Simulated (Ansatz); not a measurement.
**Stability checks on a candidate for Ti5AlN6**

The structure comes from a generated guess, relaxed at this level; another structure or a mixture of phases may lie lower.

Method: DFT PBE, scalar-relativistic, plane waves, PAW in Ansatz. Plane waves to 420 eV, a 12×12×4 mesh through Γ for the 12-atom cell and 0.10 eV Gaussian smearing; no spin polarisation.

```
Ti Al N
1.0
     2.98035    0.00000    0.00000
    -1.49017    2.58106    0.00000
     0.00000    0.00000   14.69358
Ti Al N
5 1 6
Direct
  0.00000 0.00000 0.00000
  0.66667 0.33333 0.16877
  0.33333 0.66667 0.33218
  0.66667 0.33333 0.66782
  0.33333 0.66667 0.83123
  0.00000 0.00000 0.50000
  0.33333 0.66667 0.08370
  0.00000 0.00000 0.25186
  0.66667 0.33333 0.42268
  0.33333 0.66667 0.57732
  0.00000 0.00000 0.74814
  0.66667 0.33333 0.91631
```

Energies over the elements count from the elements' standard structures at the same level (N₂ as a molecule), with no fitted energy shifts.

Question: These tests were run: energy against the elements; random kick, then relaxation without symmetry; phonons on a 3×3×1 q mesh. What do they show?

Answer:

```csv
test,result
energy against the elements,−1.60 eV/atom
"random kick, then relaxation without symmetry",returns
phonons on a 3×3×1 q mesh,no imaginary mode on the mesh
```

It fails none of these tests. Other phases of the system weren't compared here, so this isn't yet thermodynamic stability.

The kick test ran on a coarse mesh. The run for the phonons used a 12×12×4 k mesh and Fermi–Dirac smearing of 0.15 eV.
